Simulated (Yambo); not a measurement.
A BSE run in Yambo for RbBH4 (space group F-43m, No. 216) (PBEsol bands; 8×8×8 mesh, 4 valence and 7 conduction bands, static screening with 37 bands and a 3 Ry block, scissor 3.12 eV, Tamm-Dancoff; field along x) gives:

```json
[
 {"state": "1", "energy (eV)": "7.76", "states within 2 meV": "3", "relative strength": "< 0.01", "class": "dark"},
 {"state": "2", "energy (eV)": "7.86", "states within 2 meV": "3", "relative strength": "1.00", "class": "strong"},
 {"state": "3", "energy (eV)": "8.19", "states within 2 meV": "2", "relative strength": "< 0.01", "class": "dark"},
 {"state": "4", "energy (eV)": "8.24", "states within 2 meV": "3", "relative strength": "0.05", "class": "strong"},
 {"state": "5", "energy (eV)": "8.44", "states within 2 meV": "1", "relative strength": "< 0.01", "class": "dark"}
]
```

Q: What changes when the mesh is changed to 4×4×4 (with 4 valence and 10 conduction bands)?

A: The lowest state goes from 7.755 eV to 7.724 eV, and its distance below the direct gap from 1.381 eV to 1.413 eV. These are vertical excitations (zero momentum); the indirect quasiparticle gap, about 9.02 eV, is smaller than the direct one (9.14 eV on the GW mesh). The scissor comes from a G0W0 run whose convergence isn't established.

Geometry of the Materials Project entry, not relaxed at this level; primitive cell a = 4.8836 Å, b = 4.8836 Å, c = 4.8836 Å, α = 60.00°, β = 60.00°, γ = 60.00°.

The structure is a Materials Project entry; no match was found in the copy of COD used, and its stability was not checked.
